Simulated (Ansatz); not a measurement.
Ru:
Space group P6₃/mmc (No. 194); a = b = 2.7088 Å, c = 8.7008 Å, α = β = 90.00°, γ = 120.00°

```csv
atom,site,symmetry,x,y,z
Ru,2a,-3m.,0.0000,0.0000,0.0000
Ru,2c,-6m2,0.3333,0.6667,0.2500
```

Relaxed with PBE.

Decompose the optical modes at the zone centre into irreducible representations, and say which are infrared and Raman allowed.

Point group 6/mmm: Γ_opt = A2u + B1g + B2u + E1u + E2g + E2u. Infrared: A2u, E1u. Raman: E2g.

Assign frequencies (DFPT, PBE (plane waves, PAW; program Ansatz)).

E2u 104, E2g 136, E1u 153, B2u 191, A2u 212, B1g 223 cm⁻¹.

Subscripts of B labels follow the axes of the standard setting.

Space group P6_3/mmc (dhcp (α-La type)). A made-up cell: these elements were put on the sites of a structure type. Its sites differ from those of the usual phase in this space group: another stacking or structure type. The PBE relaxation kept the symmetry of its start; of distortions, only those at the zone centre were tested. The run is not spin-polarised. As this level gives no gap, phonon frequencies hold no LO–TO term and depend on the k-mesh and smearing (Fermi–Dirac, 0.1 eV here). Axis ratios of metals converge slowly with the k-mesh, so a and c are less sure than the volume.

Potentials: the later of the program's two PAW sets.
